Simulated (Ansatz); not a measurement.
This DyBe2F2 structure is the end of a relaxation. The cell was found from a structure generator's guess, not taken from experiment.

All numbers below come from DFT PBE, scalar-relativistic, plane waves, PAW, and for the lanthanide a 4f-in-core norm-conserving potential (Ansatz 0.2.0). Cutoff 630 eV, Γ-centred mesh, Gaussian smearing, no spin polarisation.

```xyz
5
Lattice="3.9769 0.0000 0.0000 -1.9885 3.4441 0.0000 0.0000 0.0000 8.0589" Properties=species:S:1:pos:R:3 pbc="T T T"
Dy    0.0000    0.0000    4.0294
Be    0.0000    0.0000    6.9950
Be    0.0000    0.0000    1.0639
F     0.0000    2.2961    4.0294
F     1.9885    1.1480    4.0294
```

The zero of energy is the elements' standard structures at the same level (F₂ as a molecule); no fitted shifts are applied.

(1) What space group does it have?

(2) What is its formation energy per atom?

(3) Is it a metal?

Answers

(1) P6/mmm (No. 191). Conventional cell: a = 3.977 Å, c = 8.059 Å. Dy has 6 F at 2.30 Å and 2 Be at 2.97 Å; Be is surrounded by 1 Be at 2.13 Å and 1 Dy at 2.97 Å; around F lie 3 Dy at 2.30 Å and 3 F at 2.30 Å.

(2) −1.06 eV/atom.

(3) Yes, bands cross the Fermi level on the 12×12×6 mesh.

The last run used a 12×12×6 mesh (in the run's order of axes) for its 5-atom cell and Gaussian smearing of 0.10 eV. An odd number of valence electrons (the lanthanide is held trivalent, its 4f shell in the core) allows no gap without spin; another valence of the lanthanide, a larger cell or a magnetic state could open one. Symmetry constrained the relaxation, so the result can be a saddle point. Another cell of DyBe2F2 relaxed alike, in Cmmm, lies 175 meV/atom lower, so this cell isn't the stable form at this level.

The lanthanide is trivalent by construction, without f bands, f moments or other valences. The reference runs of the other elements, and any phases without the lanthanide, used 420 eV, which shifts energies against them by under 10 meV/atom. The lanthanide's reference is the lowest of its hcp, dhcp and fcc cells.
